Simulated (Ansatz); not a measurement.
A relaxation computed with Ansatz, from input to last step.

```yaml
crystal:
  lattice:
    - [4.2674601413, 0.0, 0.0]
    - [-2.1337300707, 3.695728892, 0.0]
    - [0.0, 0.0, 5.863272488]
  atoms:
    - { symbol: Bi, position: [0.3333333333, 0.6666666667, 0.25] }
    - { symbol: Bi, position: [0.6666666667, 0.3333333333, 0.75] }
    - { symbol: Rh, position: [0.0, 0.0, 0.0] }
    - { symbol: Rh, position: [0.0, 0.0, 0.5] }
basis:
  ecutwfc: 500
kpoints:
  mp_grid: { grid: [12, 12, 8] }
hamiltonian:
  xc: r2scan
scf:
  occupations: { method: gaussian, width: 0.1 }
output:
  forces: true
  stress: true
  eigenvalues: true
relax:
  adjacent_minimum: "off"
  f_tol: 0.01
  max_steps: 30
  cell: { stress_tol: 0.1, fix: [volume] }
```

```bash
ansatz run input.yaml --threads 1 --pin off --max-ram 2560MiB --backend cpu --events-out ev --progress --plain --runs-dir out
```

All numbers below come from DFT r2SCAN, scalar-relativistic, plane waves, PAW (Ansatz).

The volume is held at 1.1 times that of the relaxed cell.

Of 3 frames 3 are shown, positions in Å and forces in eV/Å; the SCF threshold varies from step to step. Steps run on the plane waves of an earlier cell, with a Pulay correction in the pressure. The basis is chosen afresh for the last frame, the zero of the energies, and at times for earlier ones too; energy and pressure step there, also at an unchanged geometry.

```xyz
4
Lattice="4.2675 0.0000 0.0000 -2.1337 3.6957 0.0000 0.0000 0.0000 5.8633" Properties=species:S:1:pos:R:3:forces:R:3 pbc="T T T" step=1 free_energy_over_end_meV_per_atom=0.02 pressure_GPa=-9.47
Bi    0.0000    2.4638    1.4658    0.0000    0.0000    0.0000
Bi    2.1337    1.2319    4.3975    0.0000    0.0000    0.0000
Rh    0.0000    0.0000    0.0000    0.0000    0.0000    0.0000
Rh    0.0000    0.0000    2.9316    0.0000    0.0000    0.0000
4
Lattice="4.2729 0.0000 0.0000 -2.1365 3.7005 0.0000 0.0000 0.0000 5.8483" Properties=species:S:1:pos:R:3:forces:R:3 pbc="T T T" step=2 free_energy_over_end_meV_per_atom=0.00 pressure_GPa=-9.46
Bi    0.0000    2.4670    1.4621    0.0000    0.0000    0.0000
Bi    2.1365    1.2335    4.3862    0.0000    0.0000    0.0000
Rh    0.0000    0.0000    0.0000    0.0000    0.0000    0.0000
Rh    0.0000    0.0000    2.9241    0.0000    0.0000    0.0000
4
Lattice="4.2729 0.0000 0.0000 -2.1365 3.7005 0.0000 0.0000 0.0000 5.8483" Properties=species:S:1:pos:R:3:forces:R:3 pbc="T T T" step=3 free_energy_over_end_meV_per_atom=0.00 pressure_GPa=-9.46
Bi    0.0000    2.4670    1.4621    0.0000    0.0000    0.0000
Bi    2.1365    1.2335    4.3862    0.0000    0.0000    0.0000
Rh    0.0000    0.0000    0.0000    0.0000    0.0000    0.0000
Rh    0.0000    0.0000    2.9241    0.0000    0.0000    0.0000
```

Time: 2.5 min on 1 thread of Arm Neoverse V1, on a shared host, peak memory 0.73 GiB.

Spin–orbit coupling is left out, which can shift energies with elements as heavy as these.